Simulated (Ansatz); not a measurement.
CoAsS in space group P2_13 (No. 198; Co on 4a, As on 4a, S on 4a), DFT-r²SCAN in the program Ansatz with PAW potentials. The conduction-band minimum lies on the Γ–X line, 23 % of the way from Γ, with 6 equivalent valleys. Second derivatives d²E/dk² of the lowest band at one valley (eV·Å²), along Cartesian directions:

| direction | d²E/dk² |
|---|---|
| [100] | 2.736 |
| [010] | 1.762 |
| [001] | 3.593 |
| [110] | 2.240 |
| [101] | 3.159 |
| [011] | 2.683 |

Q: Find the principal effective masses, the density-of-states mass and the conductivity mass.

A: Off-diagonal terms follow from H_xy = H[110] − (H_xx + H_yy)/2, and m*/mₑ = 7.620 eV·Å² over each eigenvalue: 2.1, 2.8, 4.3. One valley's DOS mass (m₁m₂m₃)^(1/3) = 2.9, conductivity mass 3/(Σ 1/mᵢ) = 2.8 mₑ.

Q: What effective density of states Nc follows at 300 K for parabolic valleys?

A: Nc = 2.509e19 × 6 × (2.9)^(3/2) ≈ 7.4e20 cm⁻³.

The first step of the workflow began from a Materials Project structure, measured or hypothetical; the Crystallography Open Database copy checked does not list it. COD files the formula under space group No. 4, 29. Its standing as an ambient phase is unchecked. The r²SCAN relaxation kept the symmetry of its start; its stability against distortions is not shown here. The run is not spin-polarised. Spin–orbit coupling is left out wherever it is not named.

Potentials: the later of the program's two PAW sets.

Edges and masses are those of Kohn–Sham bands, whose gap is no quasiparticle gap.
